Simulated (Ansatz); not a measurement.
## Structures of CsW2: which is lowest?

Plane-wave DFT in Ansatz with scalar-relativistic PAW potentials, cutoff 420 eV, Γ-centred meshes chosen by cell and gap, Gaussian smearing with energies taken to zero width. Every cell was relaxed (cell and atoms) in a run of its own, within the symmetry of its start. Functional: PBE.

Relaxed structures (starts from databases or built by putting these elements on another compound's sites):
A. Fm-3m, 3 atoms in the computed cell, a = 6.355 Å; sites (symmetry × multiplicity) Cs m-3m × 4, W -43m × 8; start: built
B. P4_2/mnm, 6 atoms in the computed cell, a = 6.488 Å, c = 7.482 Å; sites (symmetry × multiplicity) Cs m.mm × 2, W m.2m × 4; start: built

Q: Rank them by energy. Could pressure change the order?

A:
| structure | group | E − E(lowest) (meV/atom) | V (Å³/atom) | gap on mesh (eV) |
| --- | --- | --- | --- | --- |
| B | P4_2/mnm | 0.0 | 52.49 | 0.00 |
| A | Fm-3m | 473 | 21.39 | 0.00 |

B is lowest, 473 meV/atom under A. A is denser by 31.10 Å³/atom, so pressure favours it: ΔE/ΔV, with ΔE in eV and 1 eV/Å³ = 160.2 GPa, gives about 2.4 GPa for equal enthalpy if both cells were rigid, a rough figure since the two compress differently. Other structures may lie lower than all of these, and vibrations aren't counted.

Spin-orbit coupling is left out, which matters for the bands of heavy elements.